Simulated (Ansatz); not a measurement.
MoPt (L1₀ or tetragonal B2, P4/mmm) under volume change, the program Ansatz at the PBE level (PAW), shape and atoms relaxed at each volume.

```csv
V (Å³/atom),E − E(relaxed) (meV/atom),P (GPa)
14.022,126.8,32.09
14.484,52.9,19.48
14.947,12.4,8.89
15.409,0.0,-0.01
15.871,11.1,-7.47
16.333,42.0,-13.72
16.796,89.3,-18.95
```

### Question
What does a third-order Birch–Murnaghan fit give for V₀, B₀ and B′?

### Answer
V₀ = 15.41 Å³/atom, B₀ = 271 GPa, B′ = 4.8.

The start of the workflow was typed in or built on a structure type; neither database checked (COD, Materials Project) lists it. Its standing as an ambient phase is unchecked. The PBE relaxation kept the symmetry of its start; whether a distortion lowers the energy is not shown. The run is not spin-polarised. Spin–orbit coupling is left out wherever it is not named.

Potentials: the earlier of the program's two PAW sets.
